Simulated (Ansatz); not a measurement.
La2MgNiO6:
Space group R-3, hexagonal axes (No. 148); a = b = 5.4738 Å, c = 13.1766 Å, α = β = 90.00°, γ = 120.00°

```tsv
atom	site	symmetry	x	y	z
La	6c	3.	0.0000	0.0000	0.2493
Mg	3b	-3.	0.0000	0.0000	0.5000
Ni	3a	-3.	0.0000	0.0000	0.0000
O	18f	1	0.2095	0.3181	0.0808
```
(The calculation used a cell of 10 atoms; values per cell refer to that cell.)

Relaxed with r²SCAN.

**Question.** Which orbitals make up the states near the band edges in r²SCAN in the plane-wave PAW code Ansatz?

**Answer.** Top 1 eV of the valence band: O 2p 75 %, Ni 3d 17 %. Bottom 1 eV of the conduction band: O 2p 48 %, Ni 3d 44 %. Projections are on Löwdin-orthogonalised atomic valence shells; empty p or d shells of many metals are not among them.

**Question.** Tabulate the density of states.

**Answer.** States/eV per cell of 10 atoms, in 0.25 eV bins, energy from the valence-band maximum.

| E (eV) | total | O 2p | La 4f | Ni 3d |
|---|---|---|---|---|
| -7.85 | 0.00 | 0.00 | 0.00 | 0.00 |
| -7.60 | 0.00 | 0.00 | 0.00 | 0.00 |
| -7.35 | 0.00 | 0.00 | 0.00 | 0.00 |
| -7.10 | 0.00 | 0.00 | 0.00 | 0.00 |
| -6.85 | 0.00 | 0.00 | 0.00 | 0.00 |
| -6.60 | 0.00 | 0.00 | 0.00 | 0.00 |
| -6.35 | 0.00 | 0.00 | 0.00 | 0.00 |
| -6.10 | 0.00 | 0.00 | 0.00 | 0.00 |
| -5.85 | 0.04 | 0.03 | 0.00 | 0.00 |
| -5.60 | 0.45 | 0.36 | 0.01 | 0.00 |
| -5.35 | 1.32 | 0.98 | 0.02 | 0.09 |
| -5.10 | 5.75 | 3.73 | 0.03 | 1.13 |
| -4.85 | 1.61 | 1.10 | 0.01 | 0.25 |
| -4.60 | 5.26 | 3.37 | 0.03 | 1.11 |
| -4.35 | 8.39 | 4.55 | 0.03 | 3.04 |
| -4.10 | 11.19 | 5.71 | 0.05 | 4.47 |
| -3.85 | 14.77 | 6.74 | 0.08 | 6.67 |
| -3.60 | 7.91 | 5.28 | 0.04 | 1.72 |
| -3.35 | 4.72 | 3.83 | 0.04 | 0.31 |
| -3.10 | 4.01 | 3.33 | 0.04 | 0.18 |
| -2.85 | 5.77 | 5.01 | 0.06 | 0.14 |
| -2.60 | 1.02 | 0.87 | 0.01 | 0.01 |
| -2.35 | 2.67 | 2.01 | 0.02 | 0.09 |
| -2.10 | 6.25 | 4.86 | 0.07 | 0.30 |
| -1.85 | 7.54 | 6.01 | 0.11 | 0.39 |
| -1.60 | 8.15 | 6.50 | 0.15 | 0.60 |
| -1.35 | 10.85 | 8.34 | 0.24 | 1.26 |
| -1.10 | 9.07 | 6.80 | 0.16 | 1.26 |
| -0.85 | 11.90 | 9.21 | 0.18 | 1.53 |
| -0.60 | 14.12 | 10.33 | 0.19 | 2.61 |
| -0.35 | 16.26 | 11.44 | 0.24 | 3.65 |
| -0.10 | 8.96 | 7.30 | 0.09 | 1.16 |
| 0.15 | 0.00 | 0.00 | 0.00 | 0.00 |
| 0.40 | 0.00 | 0.00 | 0.00 | 0.00 |
| 0.65 | 0.00 | 0.00 | 0.00 | 0.00 |
| 0.90 | 0.00 | 0.00 | 0.00 | 0.00 |
| 1.15 | 0.00 | 0.00 | 0.00 | 0.00 |
| 1.40 | 0.00 | 0.00 | 0.00 | 0.00 |
| 1.65 | 0.35 | 0.14 | 0.00 | 0.17 |
| 1.90 | 2.98 | 1.27 | 0.03 | 1.39 |
| 2.15 | 4.14 | 1.96 | 0.04 | 1.84 |
| 2.40 | 8.47 | 4.36 | 0.07 | 3.61 |
| 2.65 | 0.06 | 0.03 | 0.00 | 0.03 |
| 2.90 | 0.00 | 0.00 | 0.00 | 0.00 |
| 3.15 | 0.00 | 0.00 | 0.00 | 0.00 |
| 3.40 | 0.00 | 0.00 | 0.00 | 0.00 |
| 3.65 | 0.00 | 0.00 | 0.00 | 0.00 |
| 3.90 | 0.00 | 0.00 | 0.00 | 0.00 |
| 4.15 | 0.00 | 0.00 | 0.00 | 0.00 |
| 4.40 | 0.00 | 0.00 | 0.00 | 0.00 |
| 4.65 | 0.00 | 0.00 | 0.00 | 0.00 |
| 4.90 | 0.47 | 0.02 | 0.16 | 0.00 |
| 5.15 | 4.44 | 0.09 | 3.01 | 0.01 |
| 5.40 | 39.46 | 0.42 | 37.29 | 0.03 |
| 5.65 | 56.96 | 0.77 | 54.76 | 0.02 |
| 5.90 | 10.68 | 0.44 | 10.00 | 0.00 |
| 6.15 | 1.20 | 0.09 | 0.67 | 0.00 |
| 6.40 | 1.64 | 0.15 | 0.59 | 0.00 |

The first step of the workflow began from a Materials Project structure, measured or hypothetical; the Crystallography Open Database copy checked does not list it. With Mg and Ni taken as one species the cell has the higher symmetry R-3c, so it may be an ordered model of a mixed-site phase. Its standing as an ambient phase is unchecked. Symmetry was held in the r²SCAN relaxation; its stability against distortions is not shown here. The run is not spin-polarised. No Hubbard U is applied. Spin–orbit coupling is left out wherever it is not named.

Potentials: the later of the program's two PAW sets.
